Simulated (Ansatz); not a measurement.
Cs2KYCl6:
```yaml
crystal:
  lattice:
    - [0.00000, 5.41138, 5.41138]
    - [5.41138, 0.00000, 5.41138]
    - [5.41138, 5.41138, 0.00000]
  atoms:
    - { symbol: K, position: [0.50000, 0.50000, 0.50000] }
    - { symbol: Cs, position: [0.75000, 0.75000, 0.75000] }
    - { symbol: Cs, position: [0.25000, 0.25000, 0.25000] }
    - { symbol: Y, position: [0.00000, 0.00000, 0.00000] }
    - { symbol: Cl, position: [0.76251, 0.23749, 0.23749] }
    - { symbol: Cl, position: [0.23749, 0.76251, 0.76251] }
    - { symbol: Cl, position: [0.23749, 0.76251, 0.23749] }
    - { symbol: Cl, position: [0.76251, 0.23749, 0.76251] }
    - { symbol: Cl, position: [0.23749, 0.23749, 0.76251] }
    - { symbol: Cl, position: [0.76251, 0.76251, 0.23749] }
```

This is the LDA-relaxed structure.

Q: All from the program Ansatz at the LDA level (PAW), unless another level is named. Estimate the electron effective mass, band 2 of 3 at the edge.

A: 0.71 along [100], 1.2 along [110], 0.96 along [111] (mₑ).

Q: Predict the hole effective mass, band 1 of 3 at the edge.

A: 3.7 along [110], 2.8 along [111] (mₑ).

Q: And the formation energy from the elements (no fitted shifts)?

A: -2.17 eV/atom.

Q: Give the hole effective mass, band 2 of 3 at the edge.

A: 1.3 along [100], 1.9 along [110], 1.6 along [111] (mₑ).

Q: What about the valence-band maximum?

A: at Γ.

Q: Predict the weight of the valence-edge state by species (Voronoi cells).

A: Cl 99 %.

Space group Fm-3m. The first step of the workflow began from a Materials Project structure, measured or hypothetical; the Crystallography Open Database copy checked does not list it. Its standing as an ambient phase is unchecked. The LDA relaxation kept the symmetry of its start. At this level the phase is dynamically unstable (imaginary phonons). No spin polarisation was allowed. The references are the lowest solids computed at this level, not always the standard phases (solids in place of the gases). Scalar-relativistic: spin–orbit coupling is off unless named, which matters more the heavier the elements.

Potentials: the later of the program's two PAW sets.

Edges and masses are those of Kohn–Sham bands, whose gap is no quasiparticle gap.
